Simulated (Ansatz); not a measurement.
Lu (hcp, Mg type)

```
CELL_PARAMETERS angstrom
      3.50442     0.00000     0.00000
     -1.75221     3.03492     0.00000
      0.00000     0.00000     5.45153
ATOMIC_POSITIONS crystal
  Lu 0.33333 0.66667 0.75000
  Lu 0.66667 0.33333 0.25000
```

The slice is a (-1 1 0 2) plane (indices of the conventional cell) through the point (0.333, 0.667, 0.750) (fractional), spanned by u = [110] and v = [1 -1 1] in vectors of this cell: u (3.50 Å) and v (8.16 Å, at 90° to u). It covers one period; positions are fractions (u, v).

All values below come from r2SCAN (plane waves to 500 eV, PAW, scalar-relativistic; Ansatz, an electronic-structure program). k mesh 15×15×9. Near the nuclei the fields are pseudised (PAW); where an atom keeps semicore shells as valence, they peak there. Lu is run without spin polarisation. Lu was relaxed with its symmetry unable to fall. The PAW data are Ansatz's earlier set.

Problem. Predict the map of the electrostatic potential energy of an electron, from the cell's mean on the slice.

Solution. 
```
|xxxxxx  --**--  xxxx|
|xxxxxx  ++##++  xxxx|
|      ==##%%##==    |
|::--++**######**++--|
|######**********####|
|@@@@##**==--==**##@@|
|@@@@##++--::--++##@@|
|@@@@##++--::--++##@@|
|%%%%##++==--==++##%%|
|********************|
|  ..==**######**==..|
|      ==##%%##==    |
|xxxx  ..**##**..  xx|
|xxxxxx  ++##++  xxxx|
|xxxx    ++##++    xx|
|xxxx  --**##**--  xx|
|    ::++##%%##++::  |
|--==**##@@@@@@##**==|
|++++##%%@@@@@@%%##++|
|::--++##@@@@@@##++--|
|      ==##%%##==    |
|xxxxxx  ++##++  xxxx|
|xxxxxx  --**--  xxxx|
|xxxxxx  --++--  xxxx|
```
Scale: ten equal steps from 2.00 (start of ' ') to 10.74 (end of '@'), in the order ' .:-=+*#%@'. Values: electrostatic potential energy of an electron, from the cell's mean, in eV. The map has 10 points along u (two characters each, u = 0 at the left) and 24 along v (v = 0 in the bottom row). Points within 1 Å of a nucleus are blanked (x), as the pseudised field means little there. Values under 2 eV are set to 2. The zero, the cell's mean, hangs on the PAW cores.
